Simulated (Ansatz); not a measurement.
C:
```
CELL_PARAMETERS angstrom
      2.50530     0.00000     0.00000
     -1.25265     2.16965     0.00000
      0.00000     0.00000     8.26432
ATOMIC_POSITIONS crystal
  C  0.00000 0.00000 0.59295
  C  0.00000 0.00000 0.40705
  C  0.00000 0.00000 0.09295
  C  0.00000 0.00000 0.90705
  C  0.33333 0.66667 0.34446
  C  0.66667 0.33333 0.65554
  C  0.66667 0.33333 0.84446
  C  0.33333 0.66667 0.15554
```

Relaxed with PBEsol. Independent-particle spectrum: no excitons, no local fields, no scissors shift; 0.1 eV broadening; ε₁ of the summed bands alone.

Question: Tabulate the dielectric function from PBEsol (plane waves, PAW; program Ansatz).

Answer: 

```tsv
E (eV)	ε₁ xx	ε₂ xx	ε₁ zz	ε₂ zz
0.0	5.74	0.00	5.93	0.00
0.3	5.74	0.00	5.93	0.00
0.6	5.75	0.00	5.95	0.00
0.9	5.77	0.00	5.97	0.00
1.2	5.80	0.00	6.00	0.00
1.5	5.84	0.00	6.04	0.00
1.8	5.88	0.00	6.10	0.00
2.1	5.93	0.00	6.16	0.00
2.4	6.00	0.00	6.24	0.00
2.7	6.08	0.00	6.33	0.00
3.0	6.17	0.00	6.43	0.00
3.3	6.27	0.00	6.56	0.00
3.6	6.39	0.00	6.71	0.00
3.9	6.53	0.00	6.88	0.00
4.2	6.69	0.00	7.09	0.00
4.5	6.88	0.00	7.35	0.00
4.8	7.12	0.00	7.69	0.00
5.1	7.42	0.00	8.17	0.00
5.4	7.87	0.03	8.88	0.33
5.7	8.29	0.37	9.62	0.90
6.0	8.61	0.58	9.74	1.88
6.3	9.07	0.78	9.72	2.56
6.6	9.99	1.11	9.62	3.19
6.9	9.96	3.01	9.46	3.75
7.2	9.34	3.12	9.21	4.23
7.5	9.32	3.20	8.90	4.63
7.8	9.60	3.28	8.62	4.66
8.1	9.86	3.90	8.62	4.69
8.4	10.08	4.05	8.84	4.69
8.7	10.77	4.35	9.32	4.79
9.0	11.88	5.13	10.10	5.05
9.3	12.99	6.92	11.39	5.68
9.6	13.47	9.54	13.88	7.06
9.9	12.21	13.09	15.39	13.29
10.2	9.06	14.38	9.49	19.22
10.5	7.81	14.56	4.90	17.39
10.8	7.69	16.92	1.77	16.60
11.1	1.03	17.28	-0.08	14.98
11.4	-0.66	16.43	-3.75	13.64
11.7	-3.29	14.30	-2.69	10.73
12.0	-4.55	11.85	-3.18	9.43
```

Question: From ε at 7.2 eV (xx: 9.34 + 3.12i), find n, k, the normal reflectivity and the absorption coefficient.

Answer: n = 3.10, k = 0.504, R = 27 %, α = 2kE/ħc = 370000 cm⁻¹.

With all bands, ε∞ without local fields is 5.94 (xx = yy), 6.16 (zz). DFPT, with local fields, gives 5.78 (xx = yy), 6.00 (zz).

Space group P6_3/mmc. The first step of the workflow began from a Materials Project structure, measured or hypothetical. Its sites differ from those of the usual phase in this space group: another stacking or structure type. The cell was relaxed with PBEsol under the symmetry of its start; its stability against distortions is not shown here.

Potentials: the earlier of the program's two PAW sets. The files were generated under PBE; for other functionals the program regenerates the frozen cores, and for LDA and PBEsol the local potential too.
